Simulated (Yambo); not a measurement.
A G0W0@PBEsol run in Yambo for RbBH₄ (space group F-43m, No. 216) (4×4×4 Γ-centred k mesh, 162 bands and a 6 Ry block in the screening, 162 bands in G with the Bruneval-Gonze terminator, plasmon pole fitted at 27.2 eV) gives these matrix elements, in eV, at the band edges (Γ → X):

```tsv
state	E0	<Vxc>	<Σx>	<Σc(E0)>	Z
valence edge	0.000	-12.265	-16.602	1.865	0.823
conduction edge	5.904	-6.804	-2.998	-2.668	0.879
```

Solve the linearised quasiparticle equation for both states, give the gap, and say how exchange and correlation each act on it.

E = E0 + Z(Σx + Σc − Vxc). Valence: 0.000 + 0.823 × (-16.602 + (1.865) − (-12.265)) = -2.03 eV. Conduction: 5.904 + 0.879 × (-2.998 + (-2.668) − (-6.804)) = 6.90 eV. The gap is 8.94 eV, against 5.90 eV in PBEsol. Replacing Vxc by bare exchange alone would open it by 8.14 eV; correlation takes back 4.53 eV of that, and Z scales what is left. Nearest settings tried, and what they do to the gap: 102 bands in W, 102 bands in G: -6 meV; 3 Ry block (65 vectors against 169): -208 meV. Not varied: mesh. So the settings aren't converged at that level. 

Geometry of the Materials Project entry, not relaxed at this level; primitive cell a = b = c = 4.884 Å, α = β = γ = 60.00°.

The structure is a Materials Project entry; no match was found in the copy of COD used, and its stability was not checked.
